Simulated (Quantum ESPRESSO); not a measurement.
## One change at a time to InSc3TaTi3

Calculated results; nothing here was measured. They come from Quantum ESPRESSO 7.5, a public plane-wave density functional program. Each row is one single-point run on a made-up periodic cell of eight metal atoms, with elements, volume, strain and displacements drawn at random and not relaxed, so a cell may be unstable or far from any real phase. There is no spin polarisation or spin-orbit coupling.

Settings: PBE unless stated; PseudoDojo standard norm-conserving files; Fermi-Dirac width 0.25 eV, which means electrons at about 2900 K; cutoff 1143 eV; 8 x 5 x 3 k mesh shifted half a step off Gamma. E is the free energy of the whole cell (internal energy minus TS), so a -TS column is already part of it. Stress is positive in tension, and the pressure P is minus a third of its trace.

Checks: one run of this series was repeated at a higher cutoff and on a denser mesh, which moved values by no more than 0.002 eV, 0.02 GPa and 0.003 eV/Å, and a second program with other atomic files agreed on it to 2 % rms in force and 0.5 GPa in pressure. Known limits: heavy elements are run without spin-orbit coupling, which real alloys of them have; a spin test at this wide smearing found no moment, but such smearing suppresses magnetism that the real alloy may have.

The lattice is hexagonal close-packed, and the cell vectors in Å are (3.030, -0.038, -0.009); (-0.065, 5.205, 0.048); (-0.029, 0.091, 9.706), a volume of 153.00 Å³ in run 1. The elements on sites 1 to 8 are Ta Ti Sc Sc In Ti Ti Sc. Each later run makes one change to run 1 and keeps the rest. E is counted from run 1, and is n/a where other atomic files have another zero of energy.

```
run,change,V (Å³),P (GPa),-TS (eV),rms force (eV/Å),largest change of a force component (eV/Å),E (eV)
1,none,153.00,9.51,-2.185,1.042,0.000,0.000
2,sites 1 and 7 exchanged,153.00,8.21,-2.182,0.888,0.675,-0.289
3,all lengths scaled by +1.73 %,161.08,4.01,-2.294,0.900,0.382,-0.336
4,PBEsol in place of PBE,153.00,5.35,-2.192,0.989,0.122,n/a
5,Zn on site 7,153.00,7.97,-1.959,1.025,0.239,n/a
6,site 4 moved by -0.06 Å along z,153.00,9.29,-2.177,0.999,0.426,?
```

## Worked estimate

Along the move dE = -F dx. The force on site 4 along z is -1.238 eV/Å in run 1 and -0.812 eV/Å in run 6, and the move is -0.06 Å, so the mean force times the move gives an estimate.

## Withheld value

Question: what E should run 6 give?

The estimate is -0.061 eV. The calculation gave -0.061 eV.
